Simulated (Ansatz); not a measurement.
Eigenvalues along a path: P (diamond type)

```
P
1.0
     0.00000    2.36883    2.36883
     2.36883    0.00000    2.36883
     2.36883    2.36883    0.00000
P
2
Cartesian
  -0.5922 -0.5922 -0.5922
  0.5922 0.5922 0.5922
```

The cell comes from a relaxation on PAW files under the same functional, begun from a prototype that needn't be the stable phase.

All numbers are PBEsol results (scalar-relativistic) from Ansatz 0.2.0, with a Γ-centred 12×12×12 k mesh, Fermi–Dirac smearing of 0.08 eV, no spin polarisation. Methods: PAW: frozen-core files, cutoff 420 eV.

This run: volume at 0.68 of the series' base cell.

The PAW files were made under PBE. The structure type is held throughout; the real material can change phase at far lower pressure.

Path points, in fractions of the reciprocal vectors: Γ (0.000, 0.000, 0.000), X (0.500, 0.000, 0.500), U (0.625, 0.250, 0.625), K (0.375, 0.375, 0.750), L (0.500, 0.500, 0.500), W (0.500, 0.250, 0.750). The distance column jumps between branches of the path. Levels in eV from the Fermi level; bands 1 to 7, counted from the lowest band of the run. The gap is zero, the pressure 45.3 GPa.

```
# k(1/Å) point b1 b2 b3 b4 b5 b6 b7
0.000 Γ -19.12 -4.15 -4.15 -4.15 -0.50 -0.50 -0.50
0.166 - -19.03 -4.59 -4.45 -4.45 -0.68 -0.09 -0.09
0.332 - -18.77 -5.65 -5.10 -5.10 -1.13 0.87 0.87
0.497 - -18.33 -6.95 -5.80 -5.80 -1.68 1.70 2.10
0.663 - -17.73 -8.33 -6.43 -6.43 -2.19 0.48 3.45
0.829 - -16.96 -9.75 -6.95 -6.95 -2.58 -0.66 4.88
0.995 - -16.04 -11.15 -7.33 -7.33 -2.80 -1.58 6.36
1.160 - -14.98 -12.51 -7.56 -7.56 -2.84 -2.24 7.88
1.326 X -13.80 -13.80 -7.64 -7.64 -2.66 -2.66 9.11
1.385 - -13.80 -13.79 -7.71 -7.63 -2.65 -2.56 8.99
1.443 - -13.82 -13.75 -7.89 -7.61 -2.62 -2.27 8.68
1.502 - -13.84 -13.69 -8.16 -7.57 -2.57 -1.82 8.26
1.561 - -13.88 -13.61 -8.45 -7.51 -2.50 -1.27 7.78
1.619 - -13.95 -13.50 -8.75 -7.43 -2.41 -0.64 7.28
1.678 - -14.04 -13.37 -9.02 -7.34 -2.30 0.06 6.78
1.736 - -14.16 -13.22 -9.24 -7.23 -2.17 0.80 6.27
1.795 U -14.32 -13.05 -9.41 -7.11 -2.03 1.57 5.77
2.607 K -14.32 -13.05 -9.41 -7.11 -2.03 1.57 5.77
2.783 - -15.01 -12.38 -9.53 -6.67 -1.50 3.80 4.36
2.959 - -15.89 -11.52 -9.15 -6.13 -0.87 3.10 3.43
3.135 - -16.78 -10.46 -8.43 -5.57 -0.25 2.01 2.37
3.311 - -17.59 -9.22 -7.49 -5.04 0.21 1.11 1.45
3.486 - -18.24 -7.82 -6.43 -4.61 0.33 0.41 0.69
3.662 - -18.73 -6.32 -5.37 -4.33 -0.09 0.09 0.18
3.838 - -19.02 -4.88 -4.50 -4.19 -0.40 -0.33 -0.17
4.014 Γ -19.12 -4.15 -4.15 -4.15 -0.50 -0.50 -0.50
4.157 - -19.05 -4.73 -4.24 -4.24 -0.38 -0.35 -0.35
4.301 - -18.86 -6.00 -4.48 -4.48 -0.41 0.02 0.02
4.445 - -18.53 -7.44 -4.78 -4.78 -0.63 0.42 0.42
4.588 - -18.09 -8.89 -5.06 -5.06 -0.89 0.69 0.69
4.732 - -17.55 -10.24 -5.29 -5.29 -1.13 0.75 0.75
4.875 - -16.94 -11.45 -5.47 -5.47 -1.31 0.68 0.68
5.019 - -16.37 -12.37 -5.57 -5.57 -1.42 0.59 0.59
5.162 L -16.11 -12.76 -5.61 -5.61 -1.46 0.55 0.55
5.280 - -16.07 -12.73 -5.94 -5.69 -1.17 0.49 0.73
5.397 - -15.94 -12.67 -6.69 -5.91 -0.60 0.36 1.33
5.514 - -15.72 -12.58 -7.54 -6.28 -0.12 0.27 2.40
5.631 - -15.42 -12.51 -8.31 -6.76 0.30 0.31 3.77
5.749 - -15.04 -12.52 -8.90 -7.30 0.48 0.76 4.36
5.866 - -14.60 -12.71 -9.18 -7.87 0.79 1.24 3.50
5.983 - -14.10 -13.09 -9.13 -8.40 1.22 1.69 2.83
6.100 W -13.58 -13.58 -8.84 -8.84 1.67 1.67 2.81
6.183 - -13.59 -13.59 -8.81 -8.81 1.16 1.16 3.36
6.266 - -13.62 -13.62 -8.70 -8.70 0.37 0.37 4.28
6.349 - -13.65 -13.65 -8.52 -8.52 -0.41 -0.41 5.27
6.432 - -13.70 -13.70 -8.31 -8.31 -1.12 -1.12 6.29
6.515 - -13.74 -13.74 -8.08 -8.08 -1.74 -1.74 7.29
6.598 - -13.77 -13.77 -7.86 -7.86 -2.23 -2.23 8.22
6.680 - -13.79 -13.79 -7.70 -7.70 -2.55 -2.55 8.90
6.763 X -13.80 -13.80 -7.64 -7.64 -2.66 -2.66 9.11
```
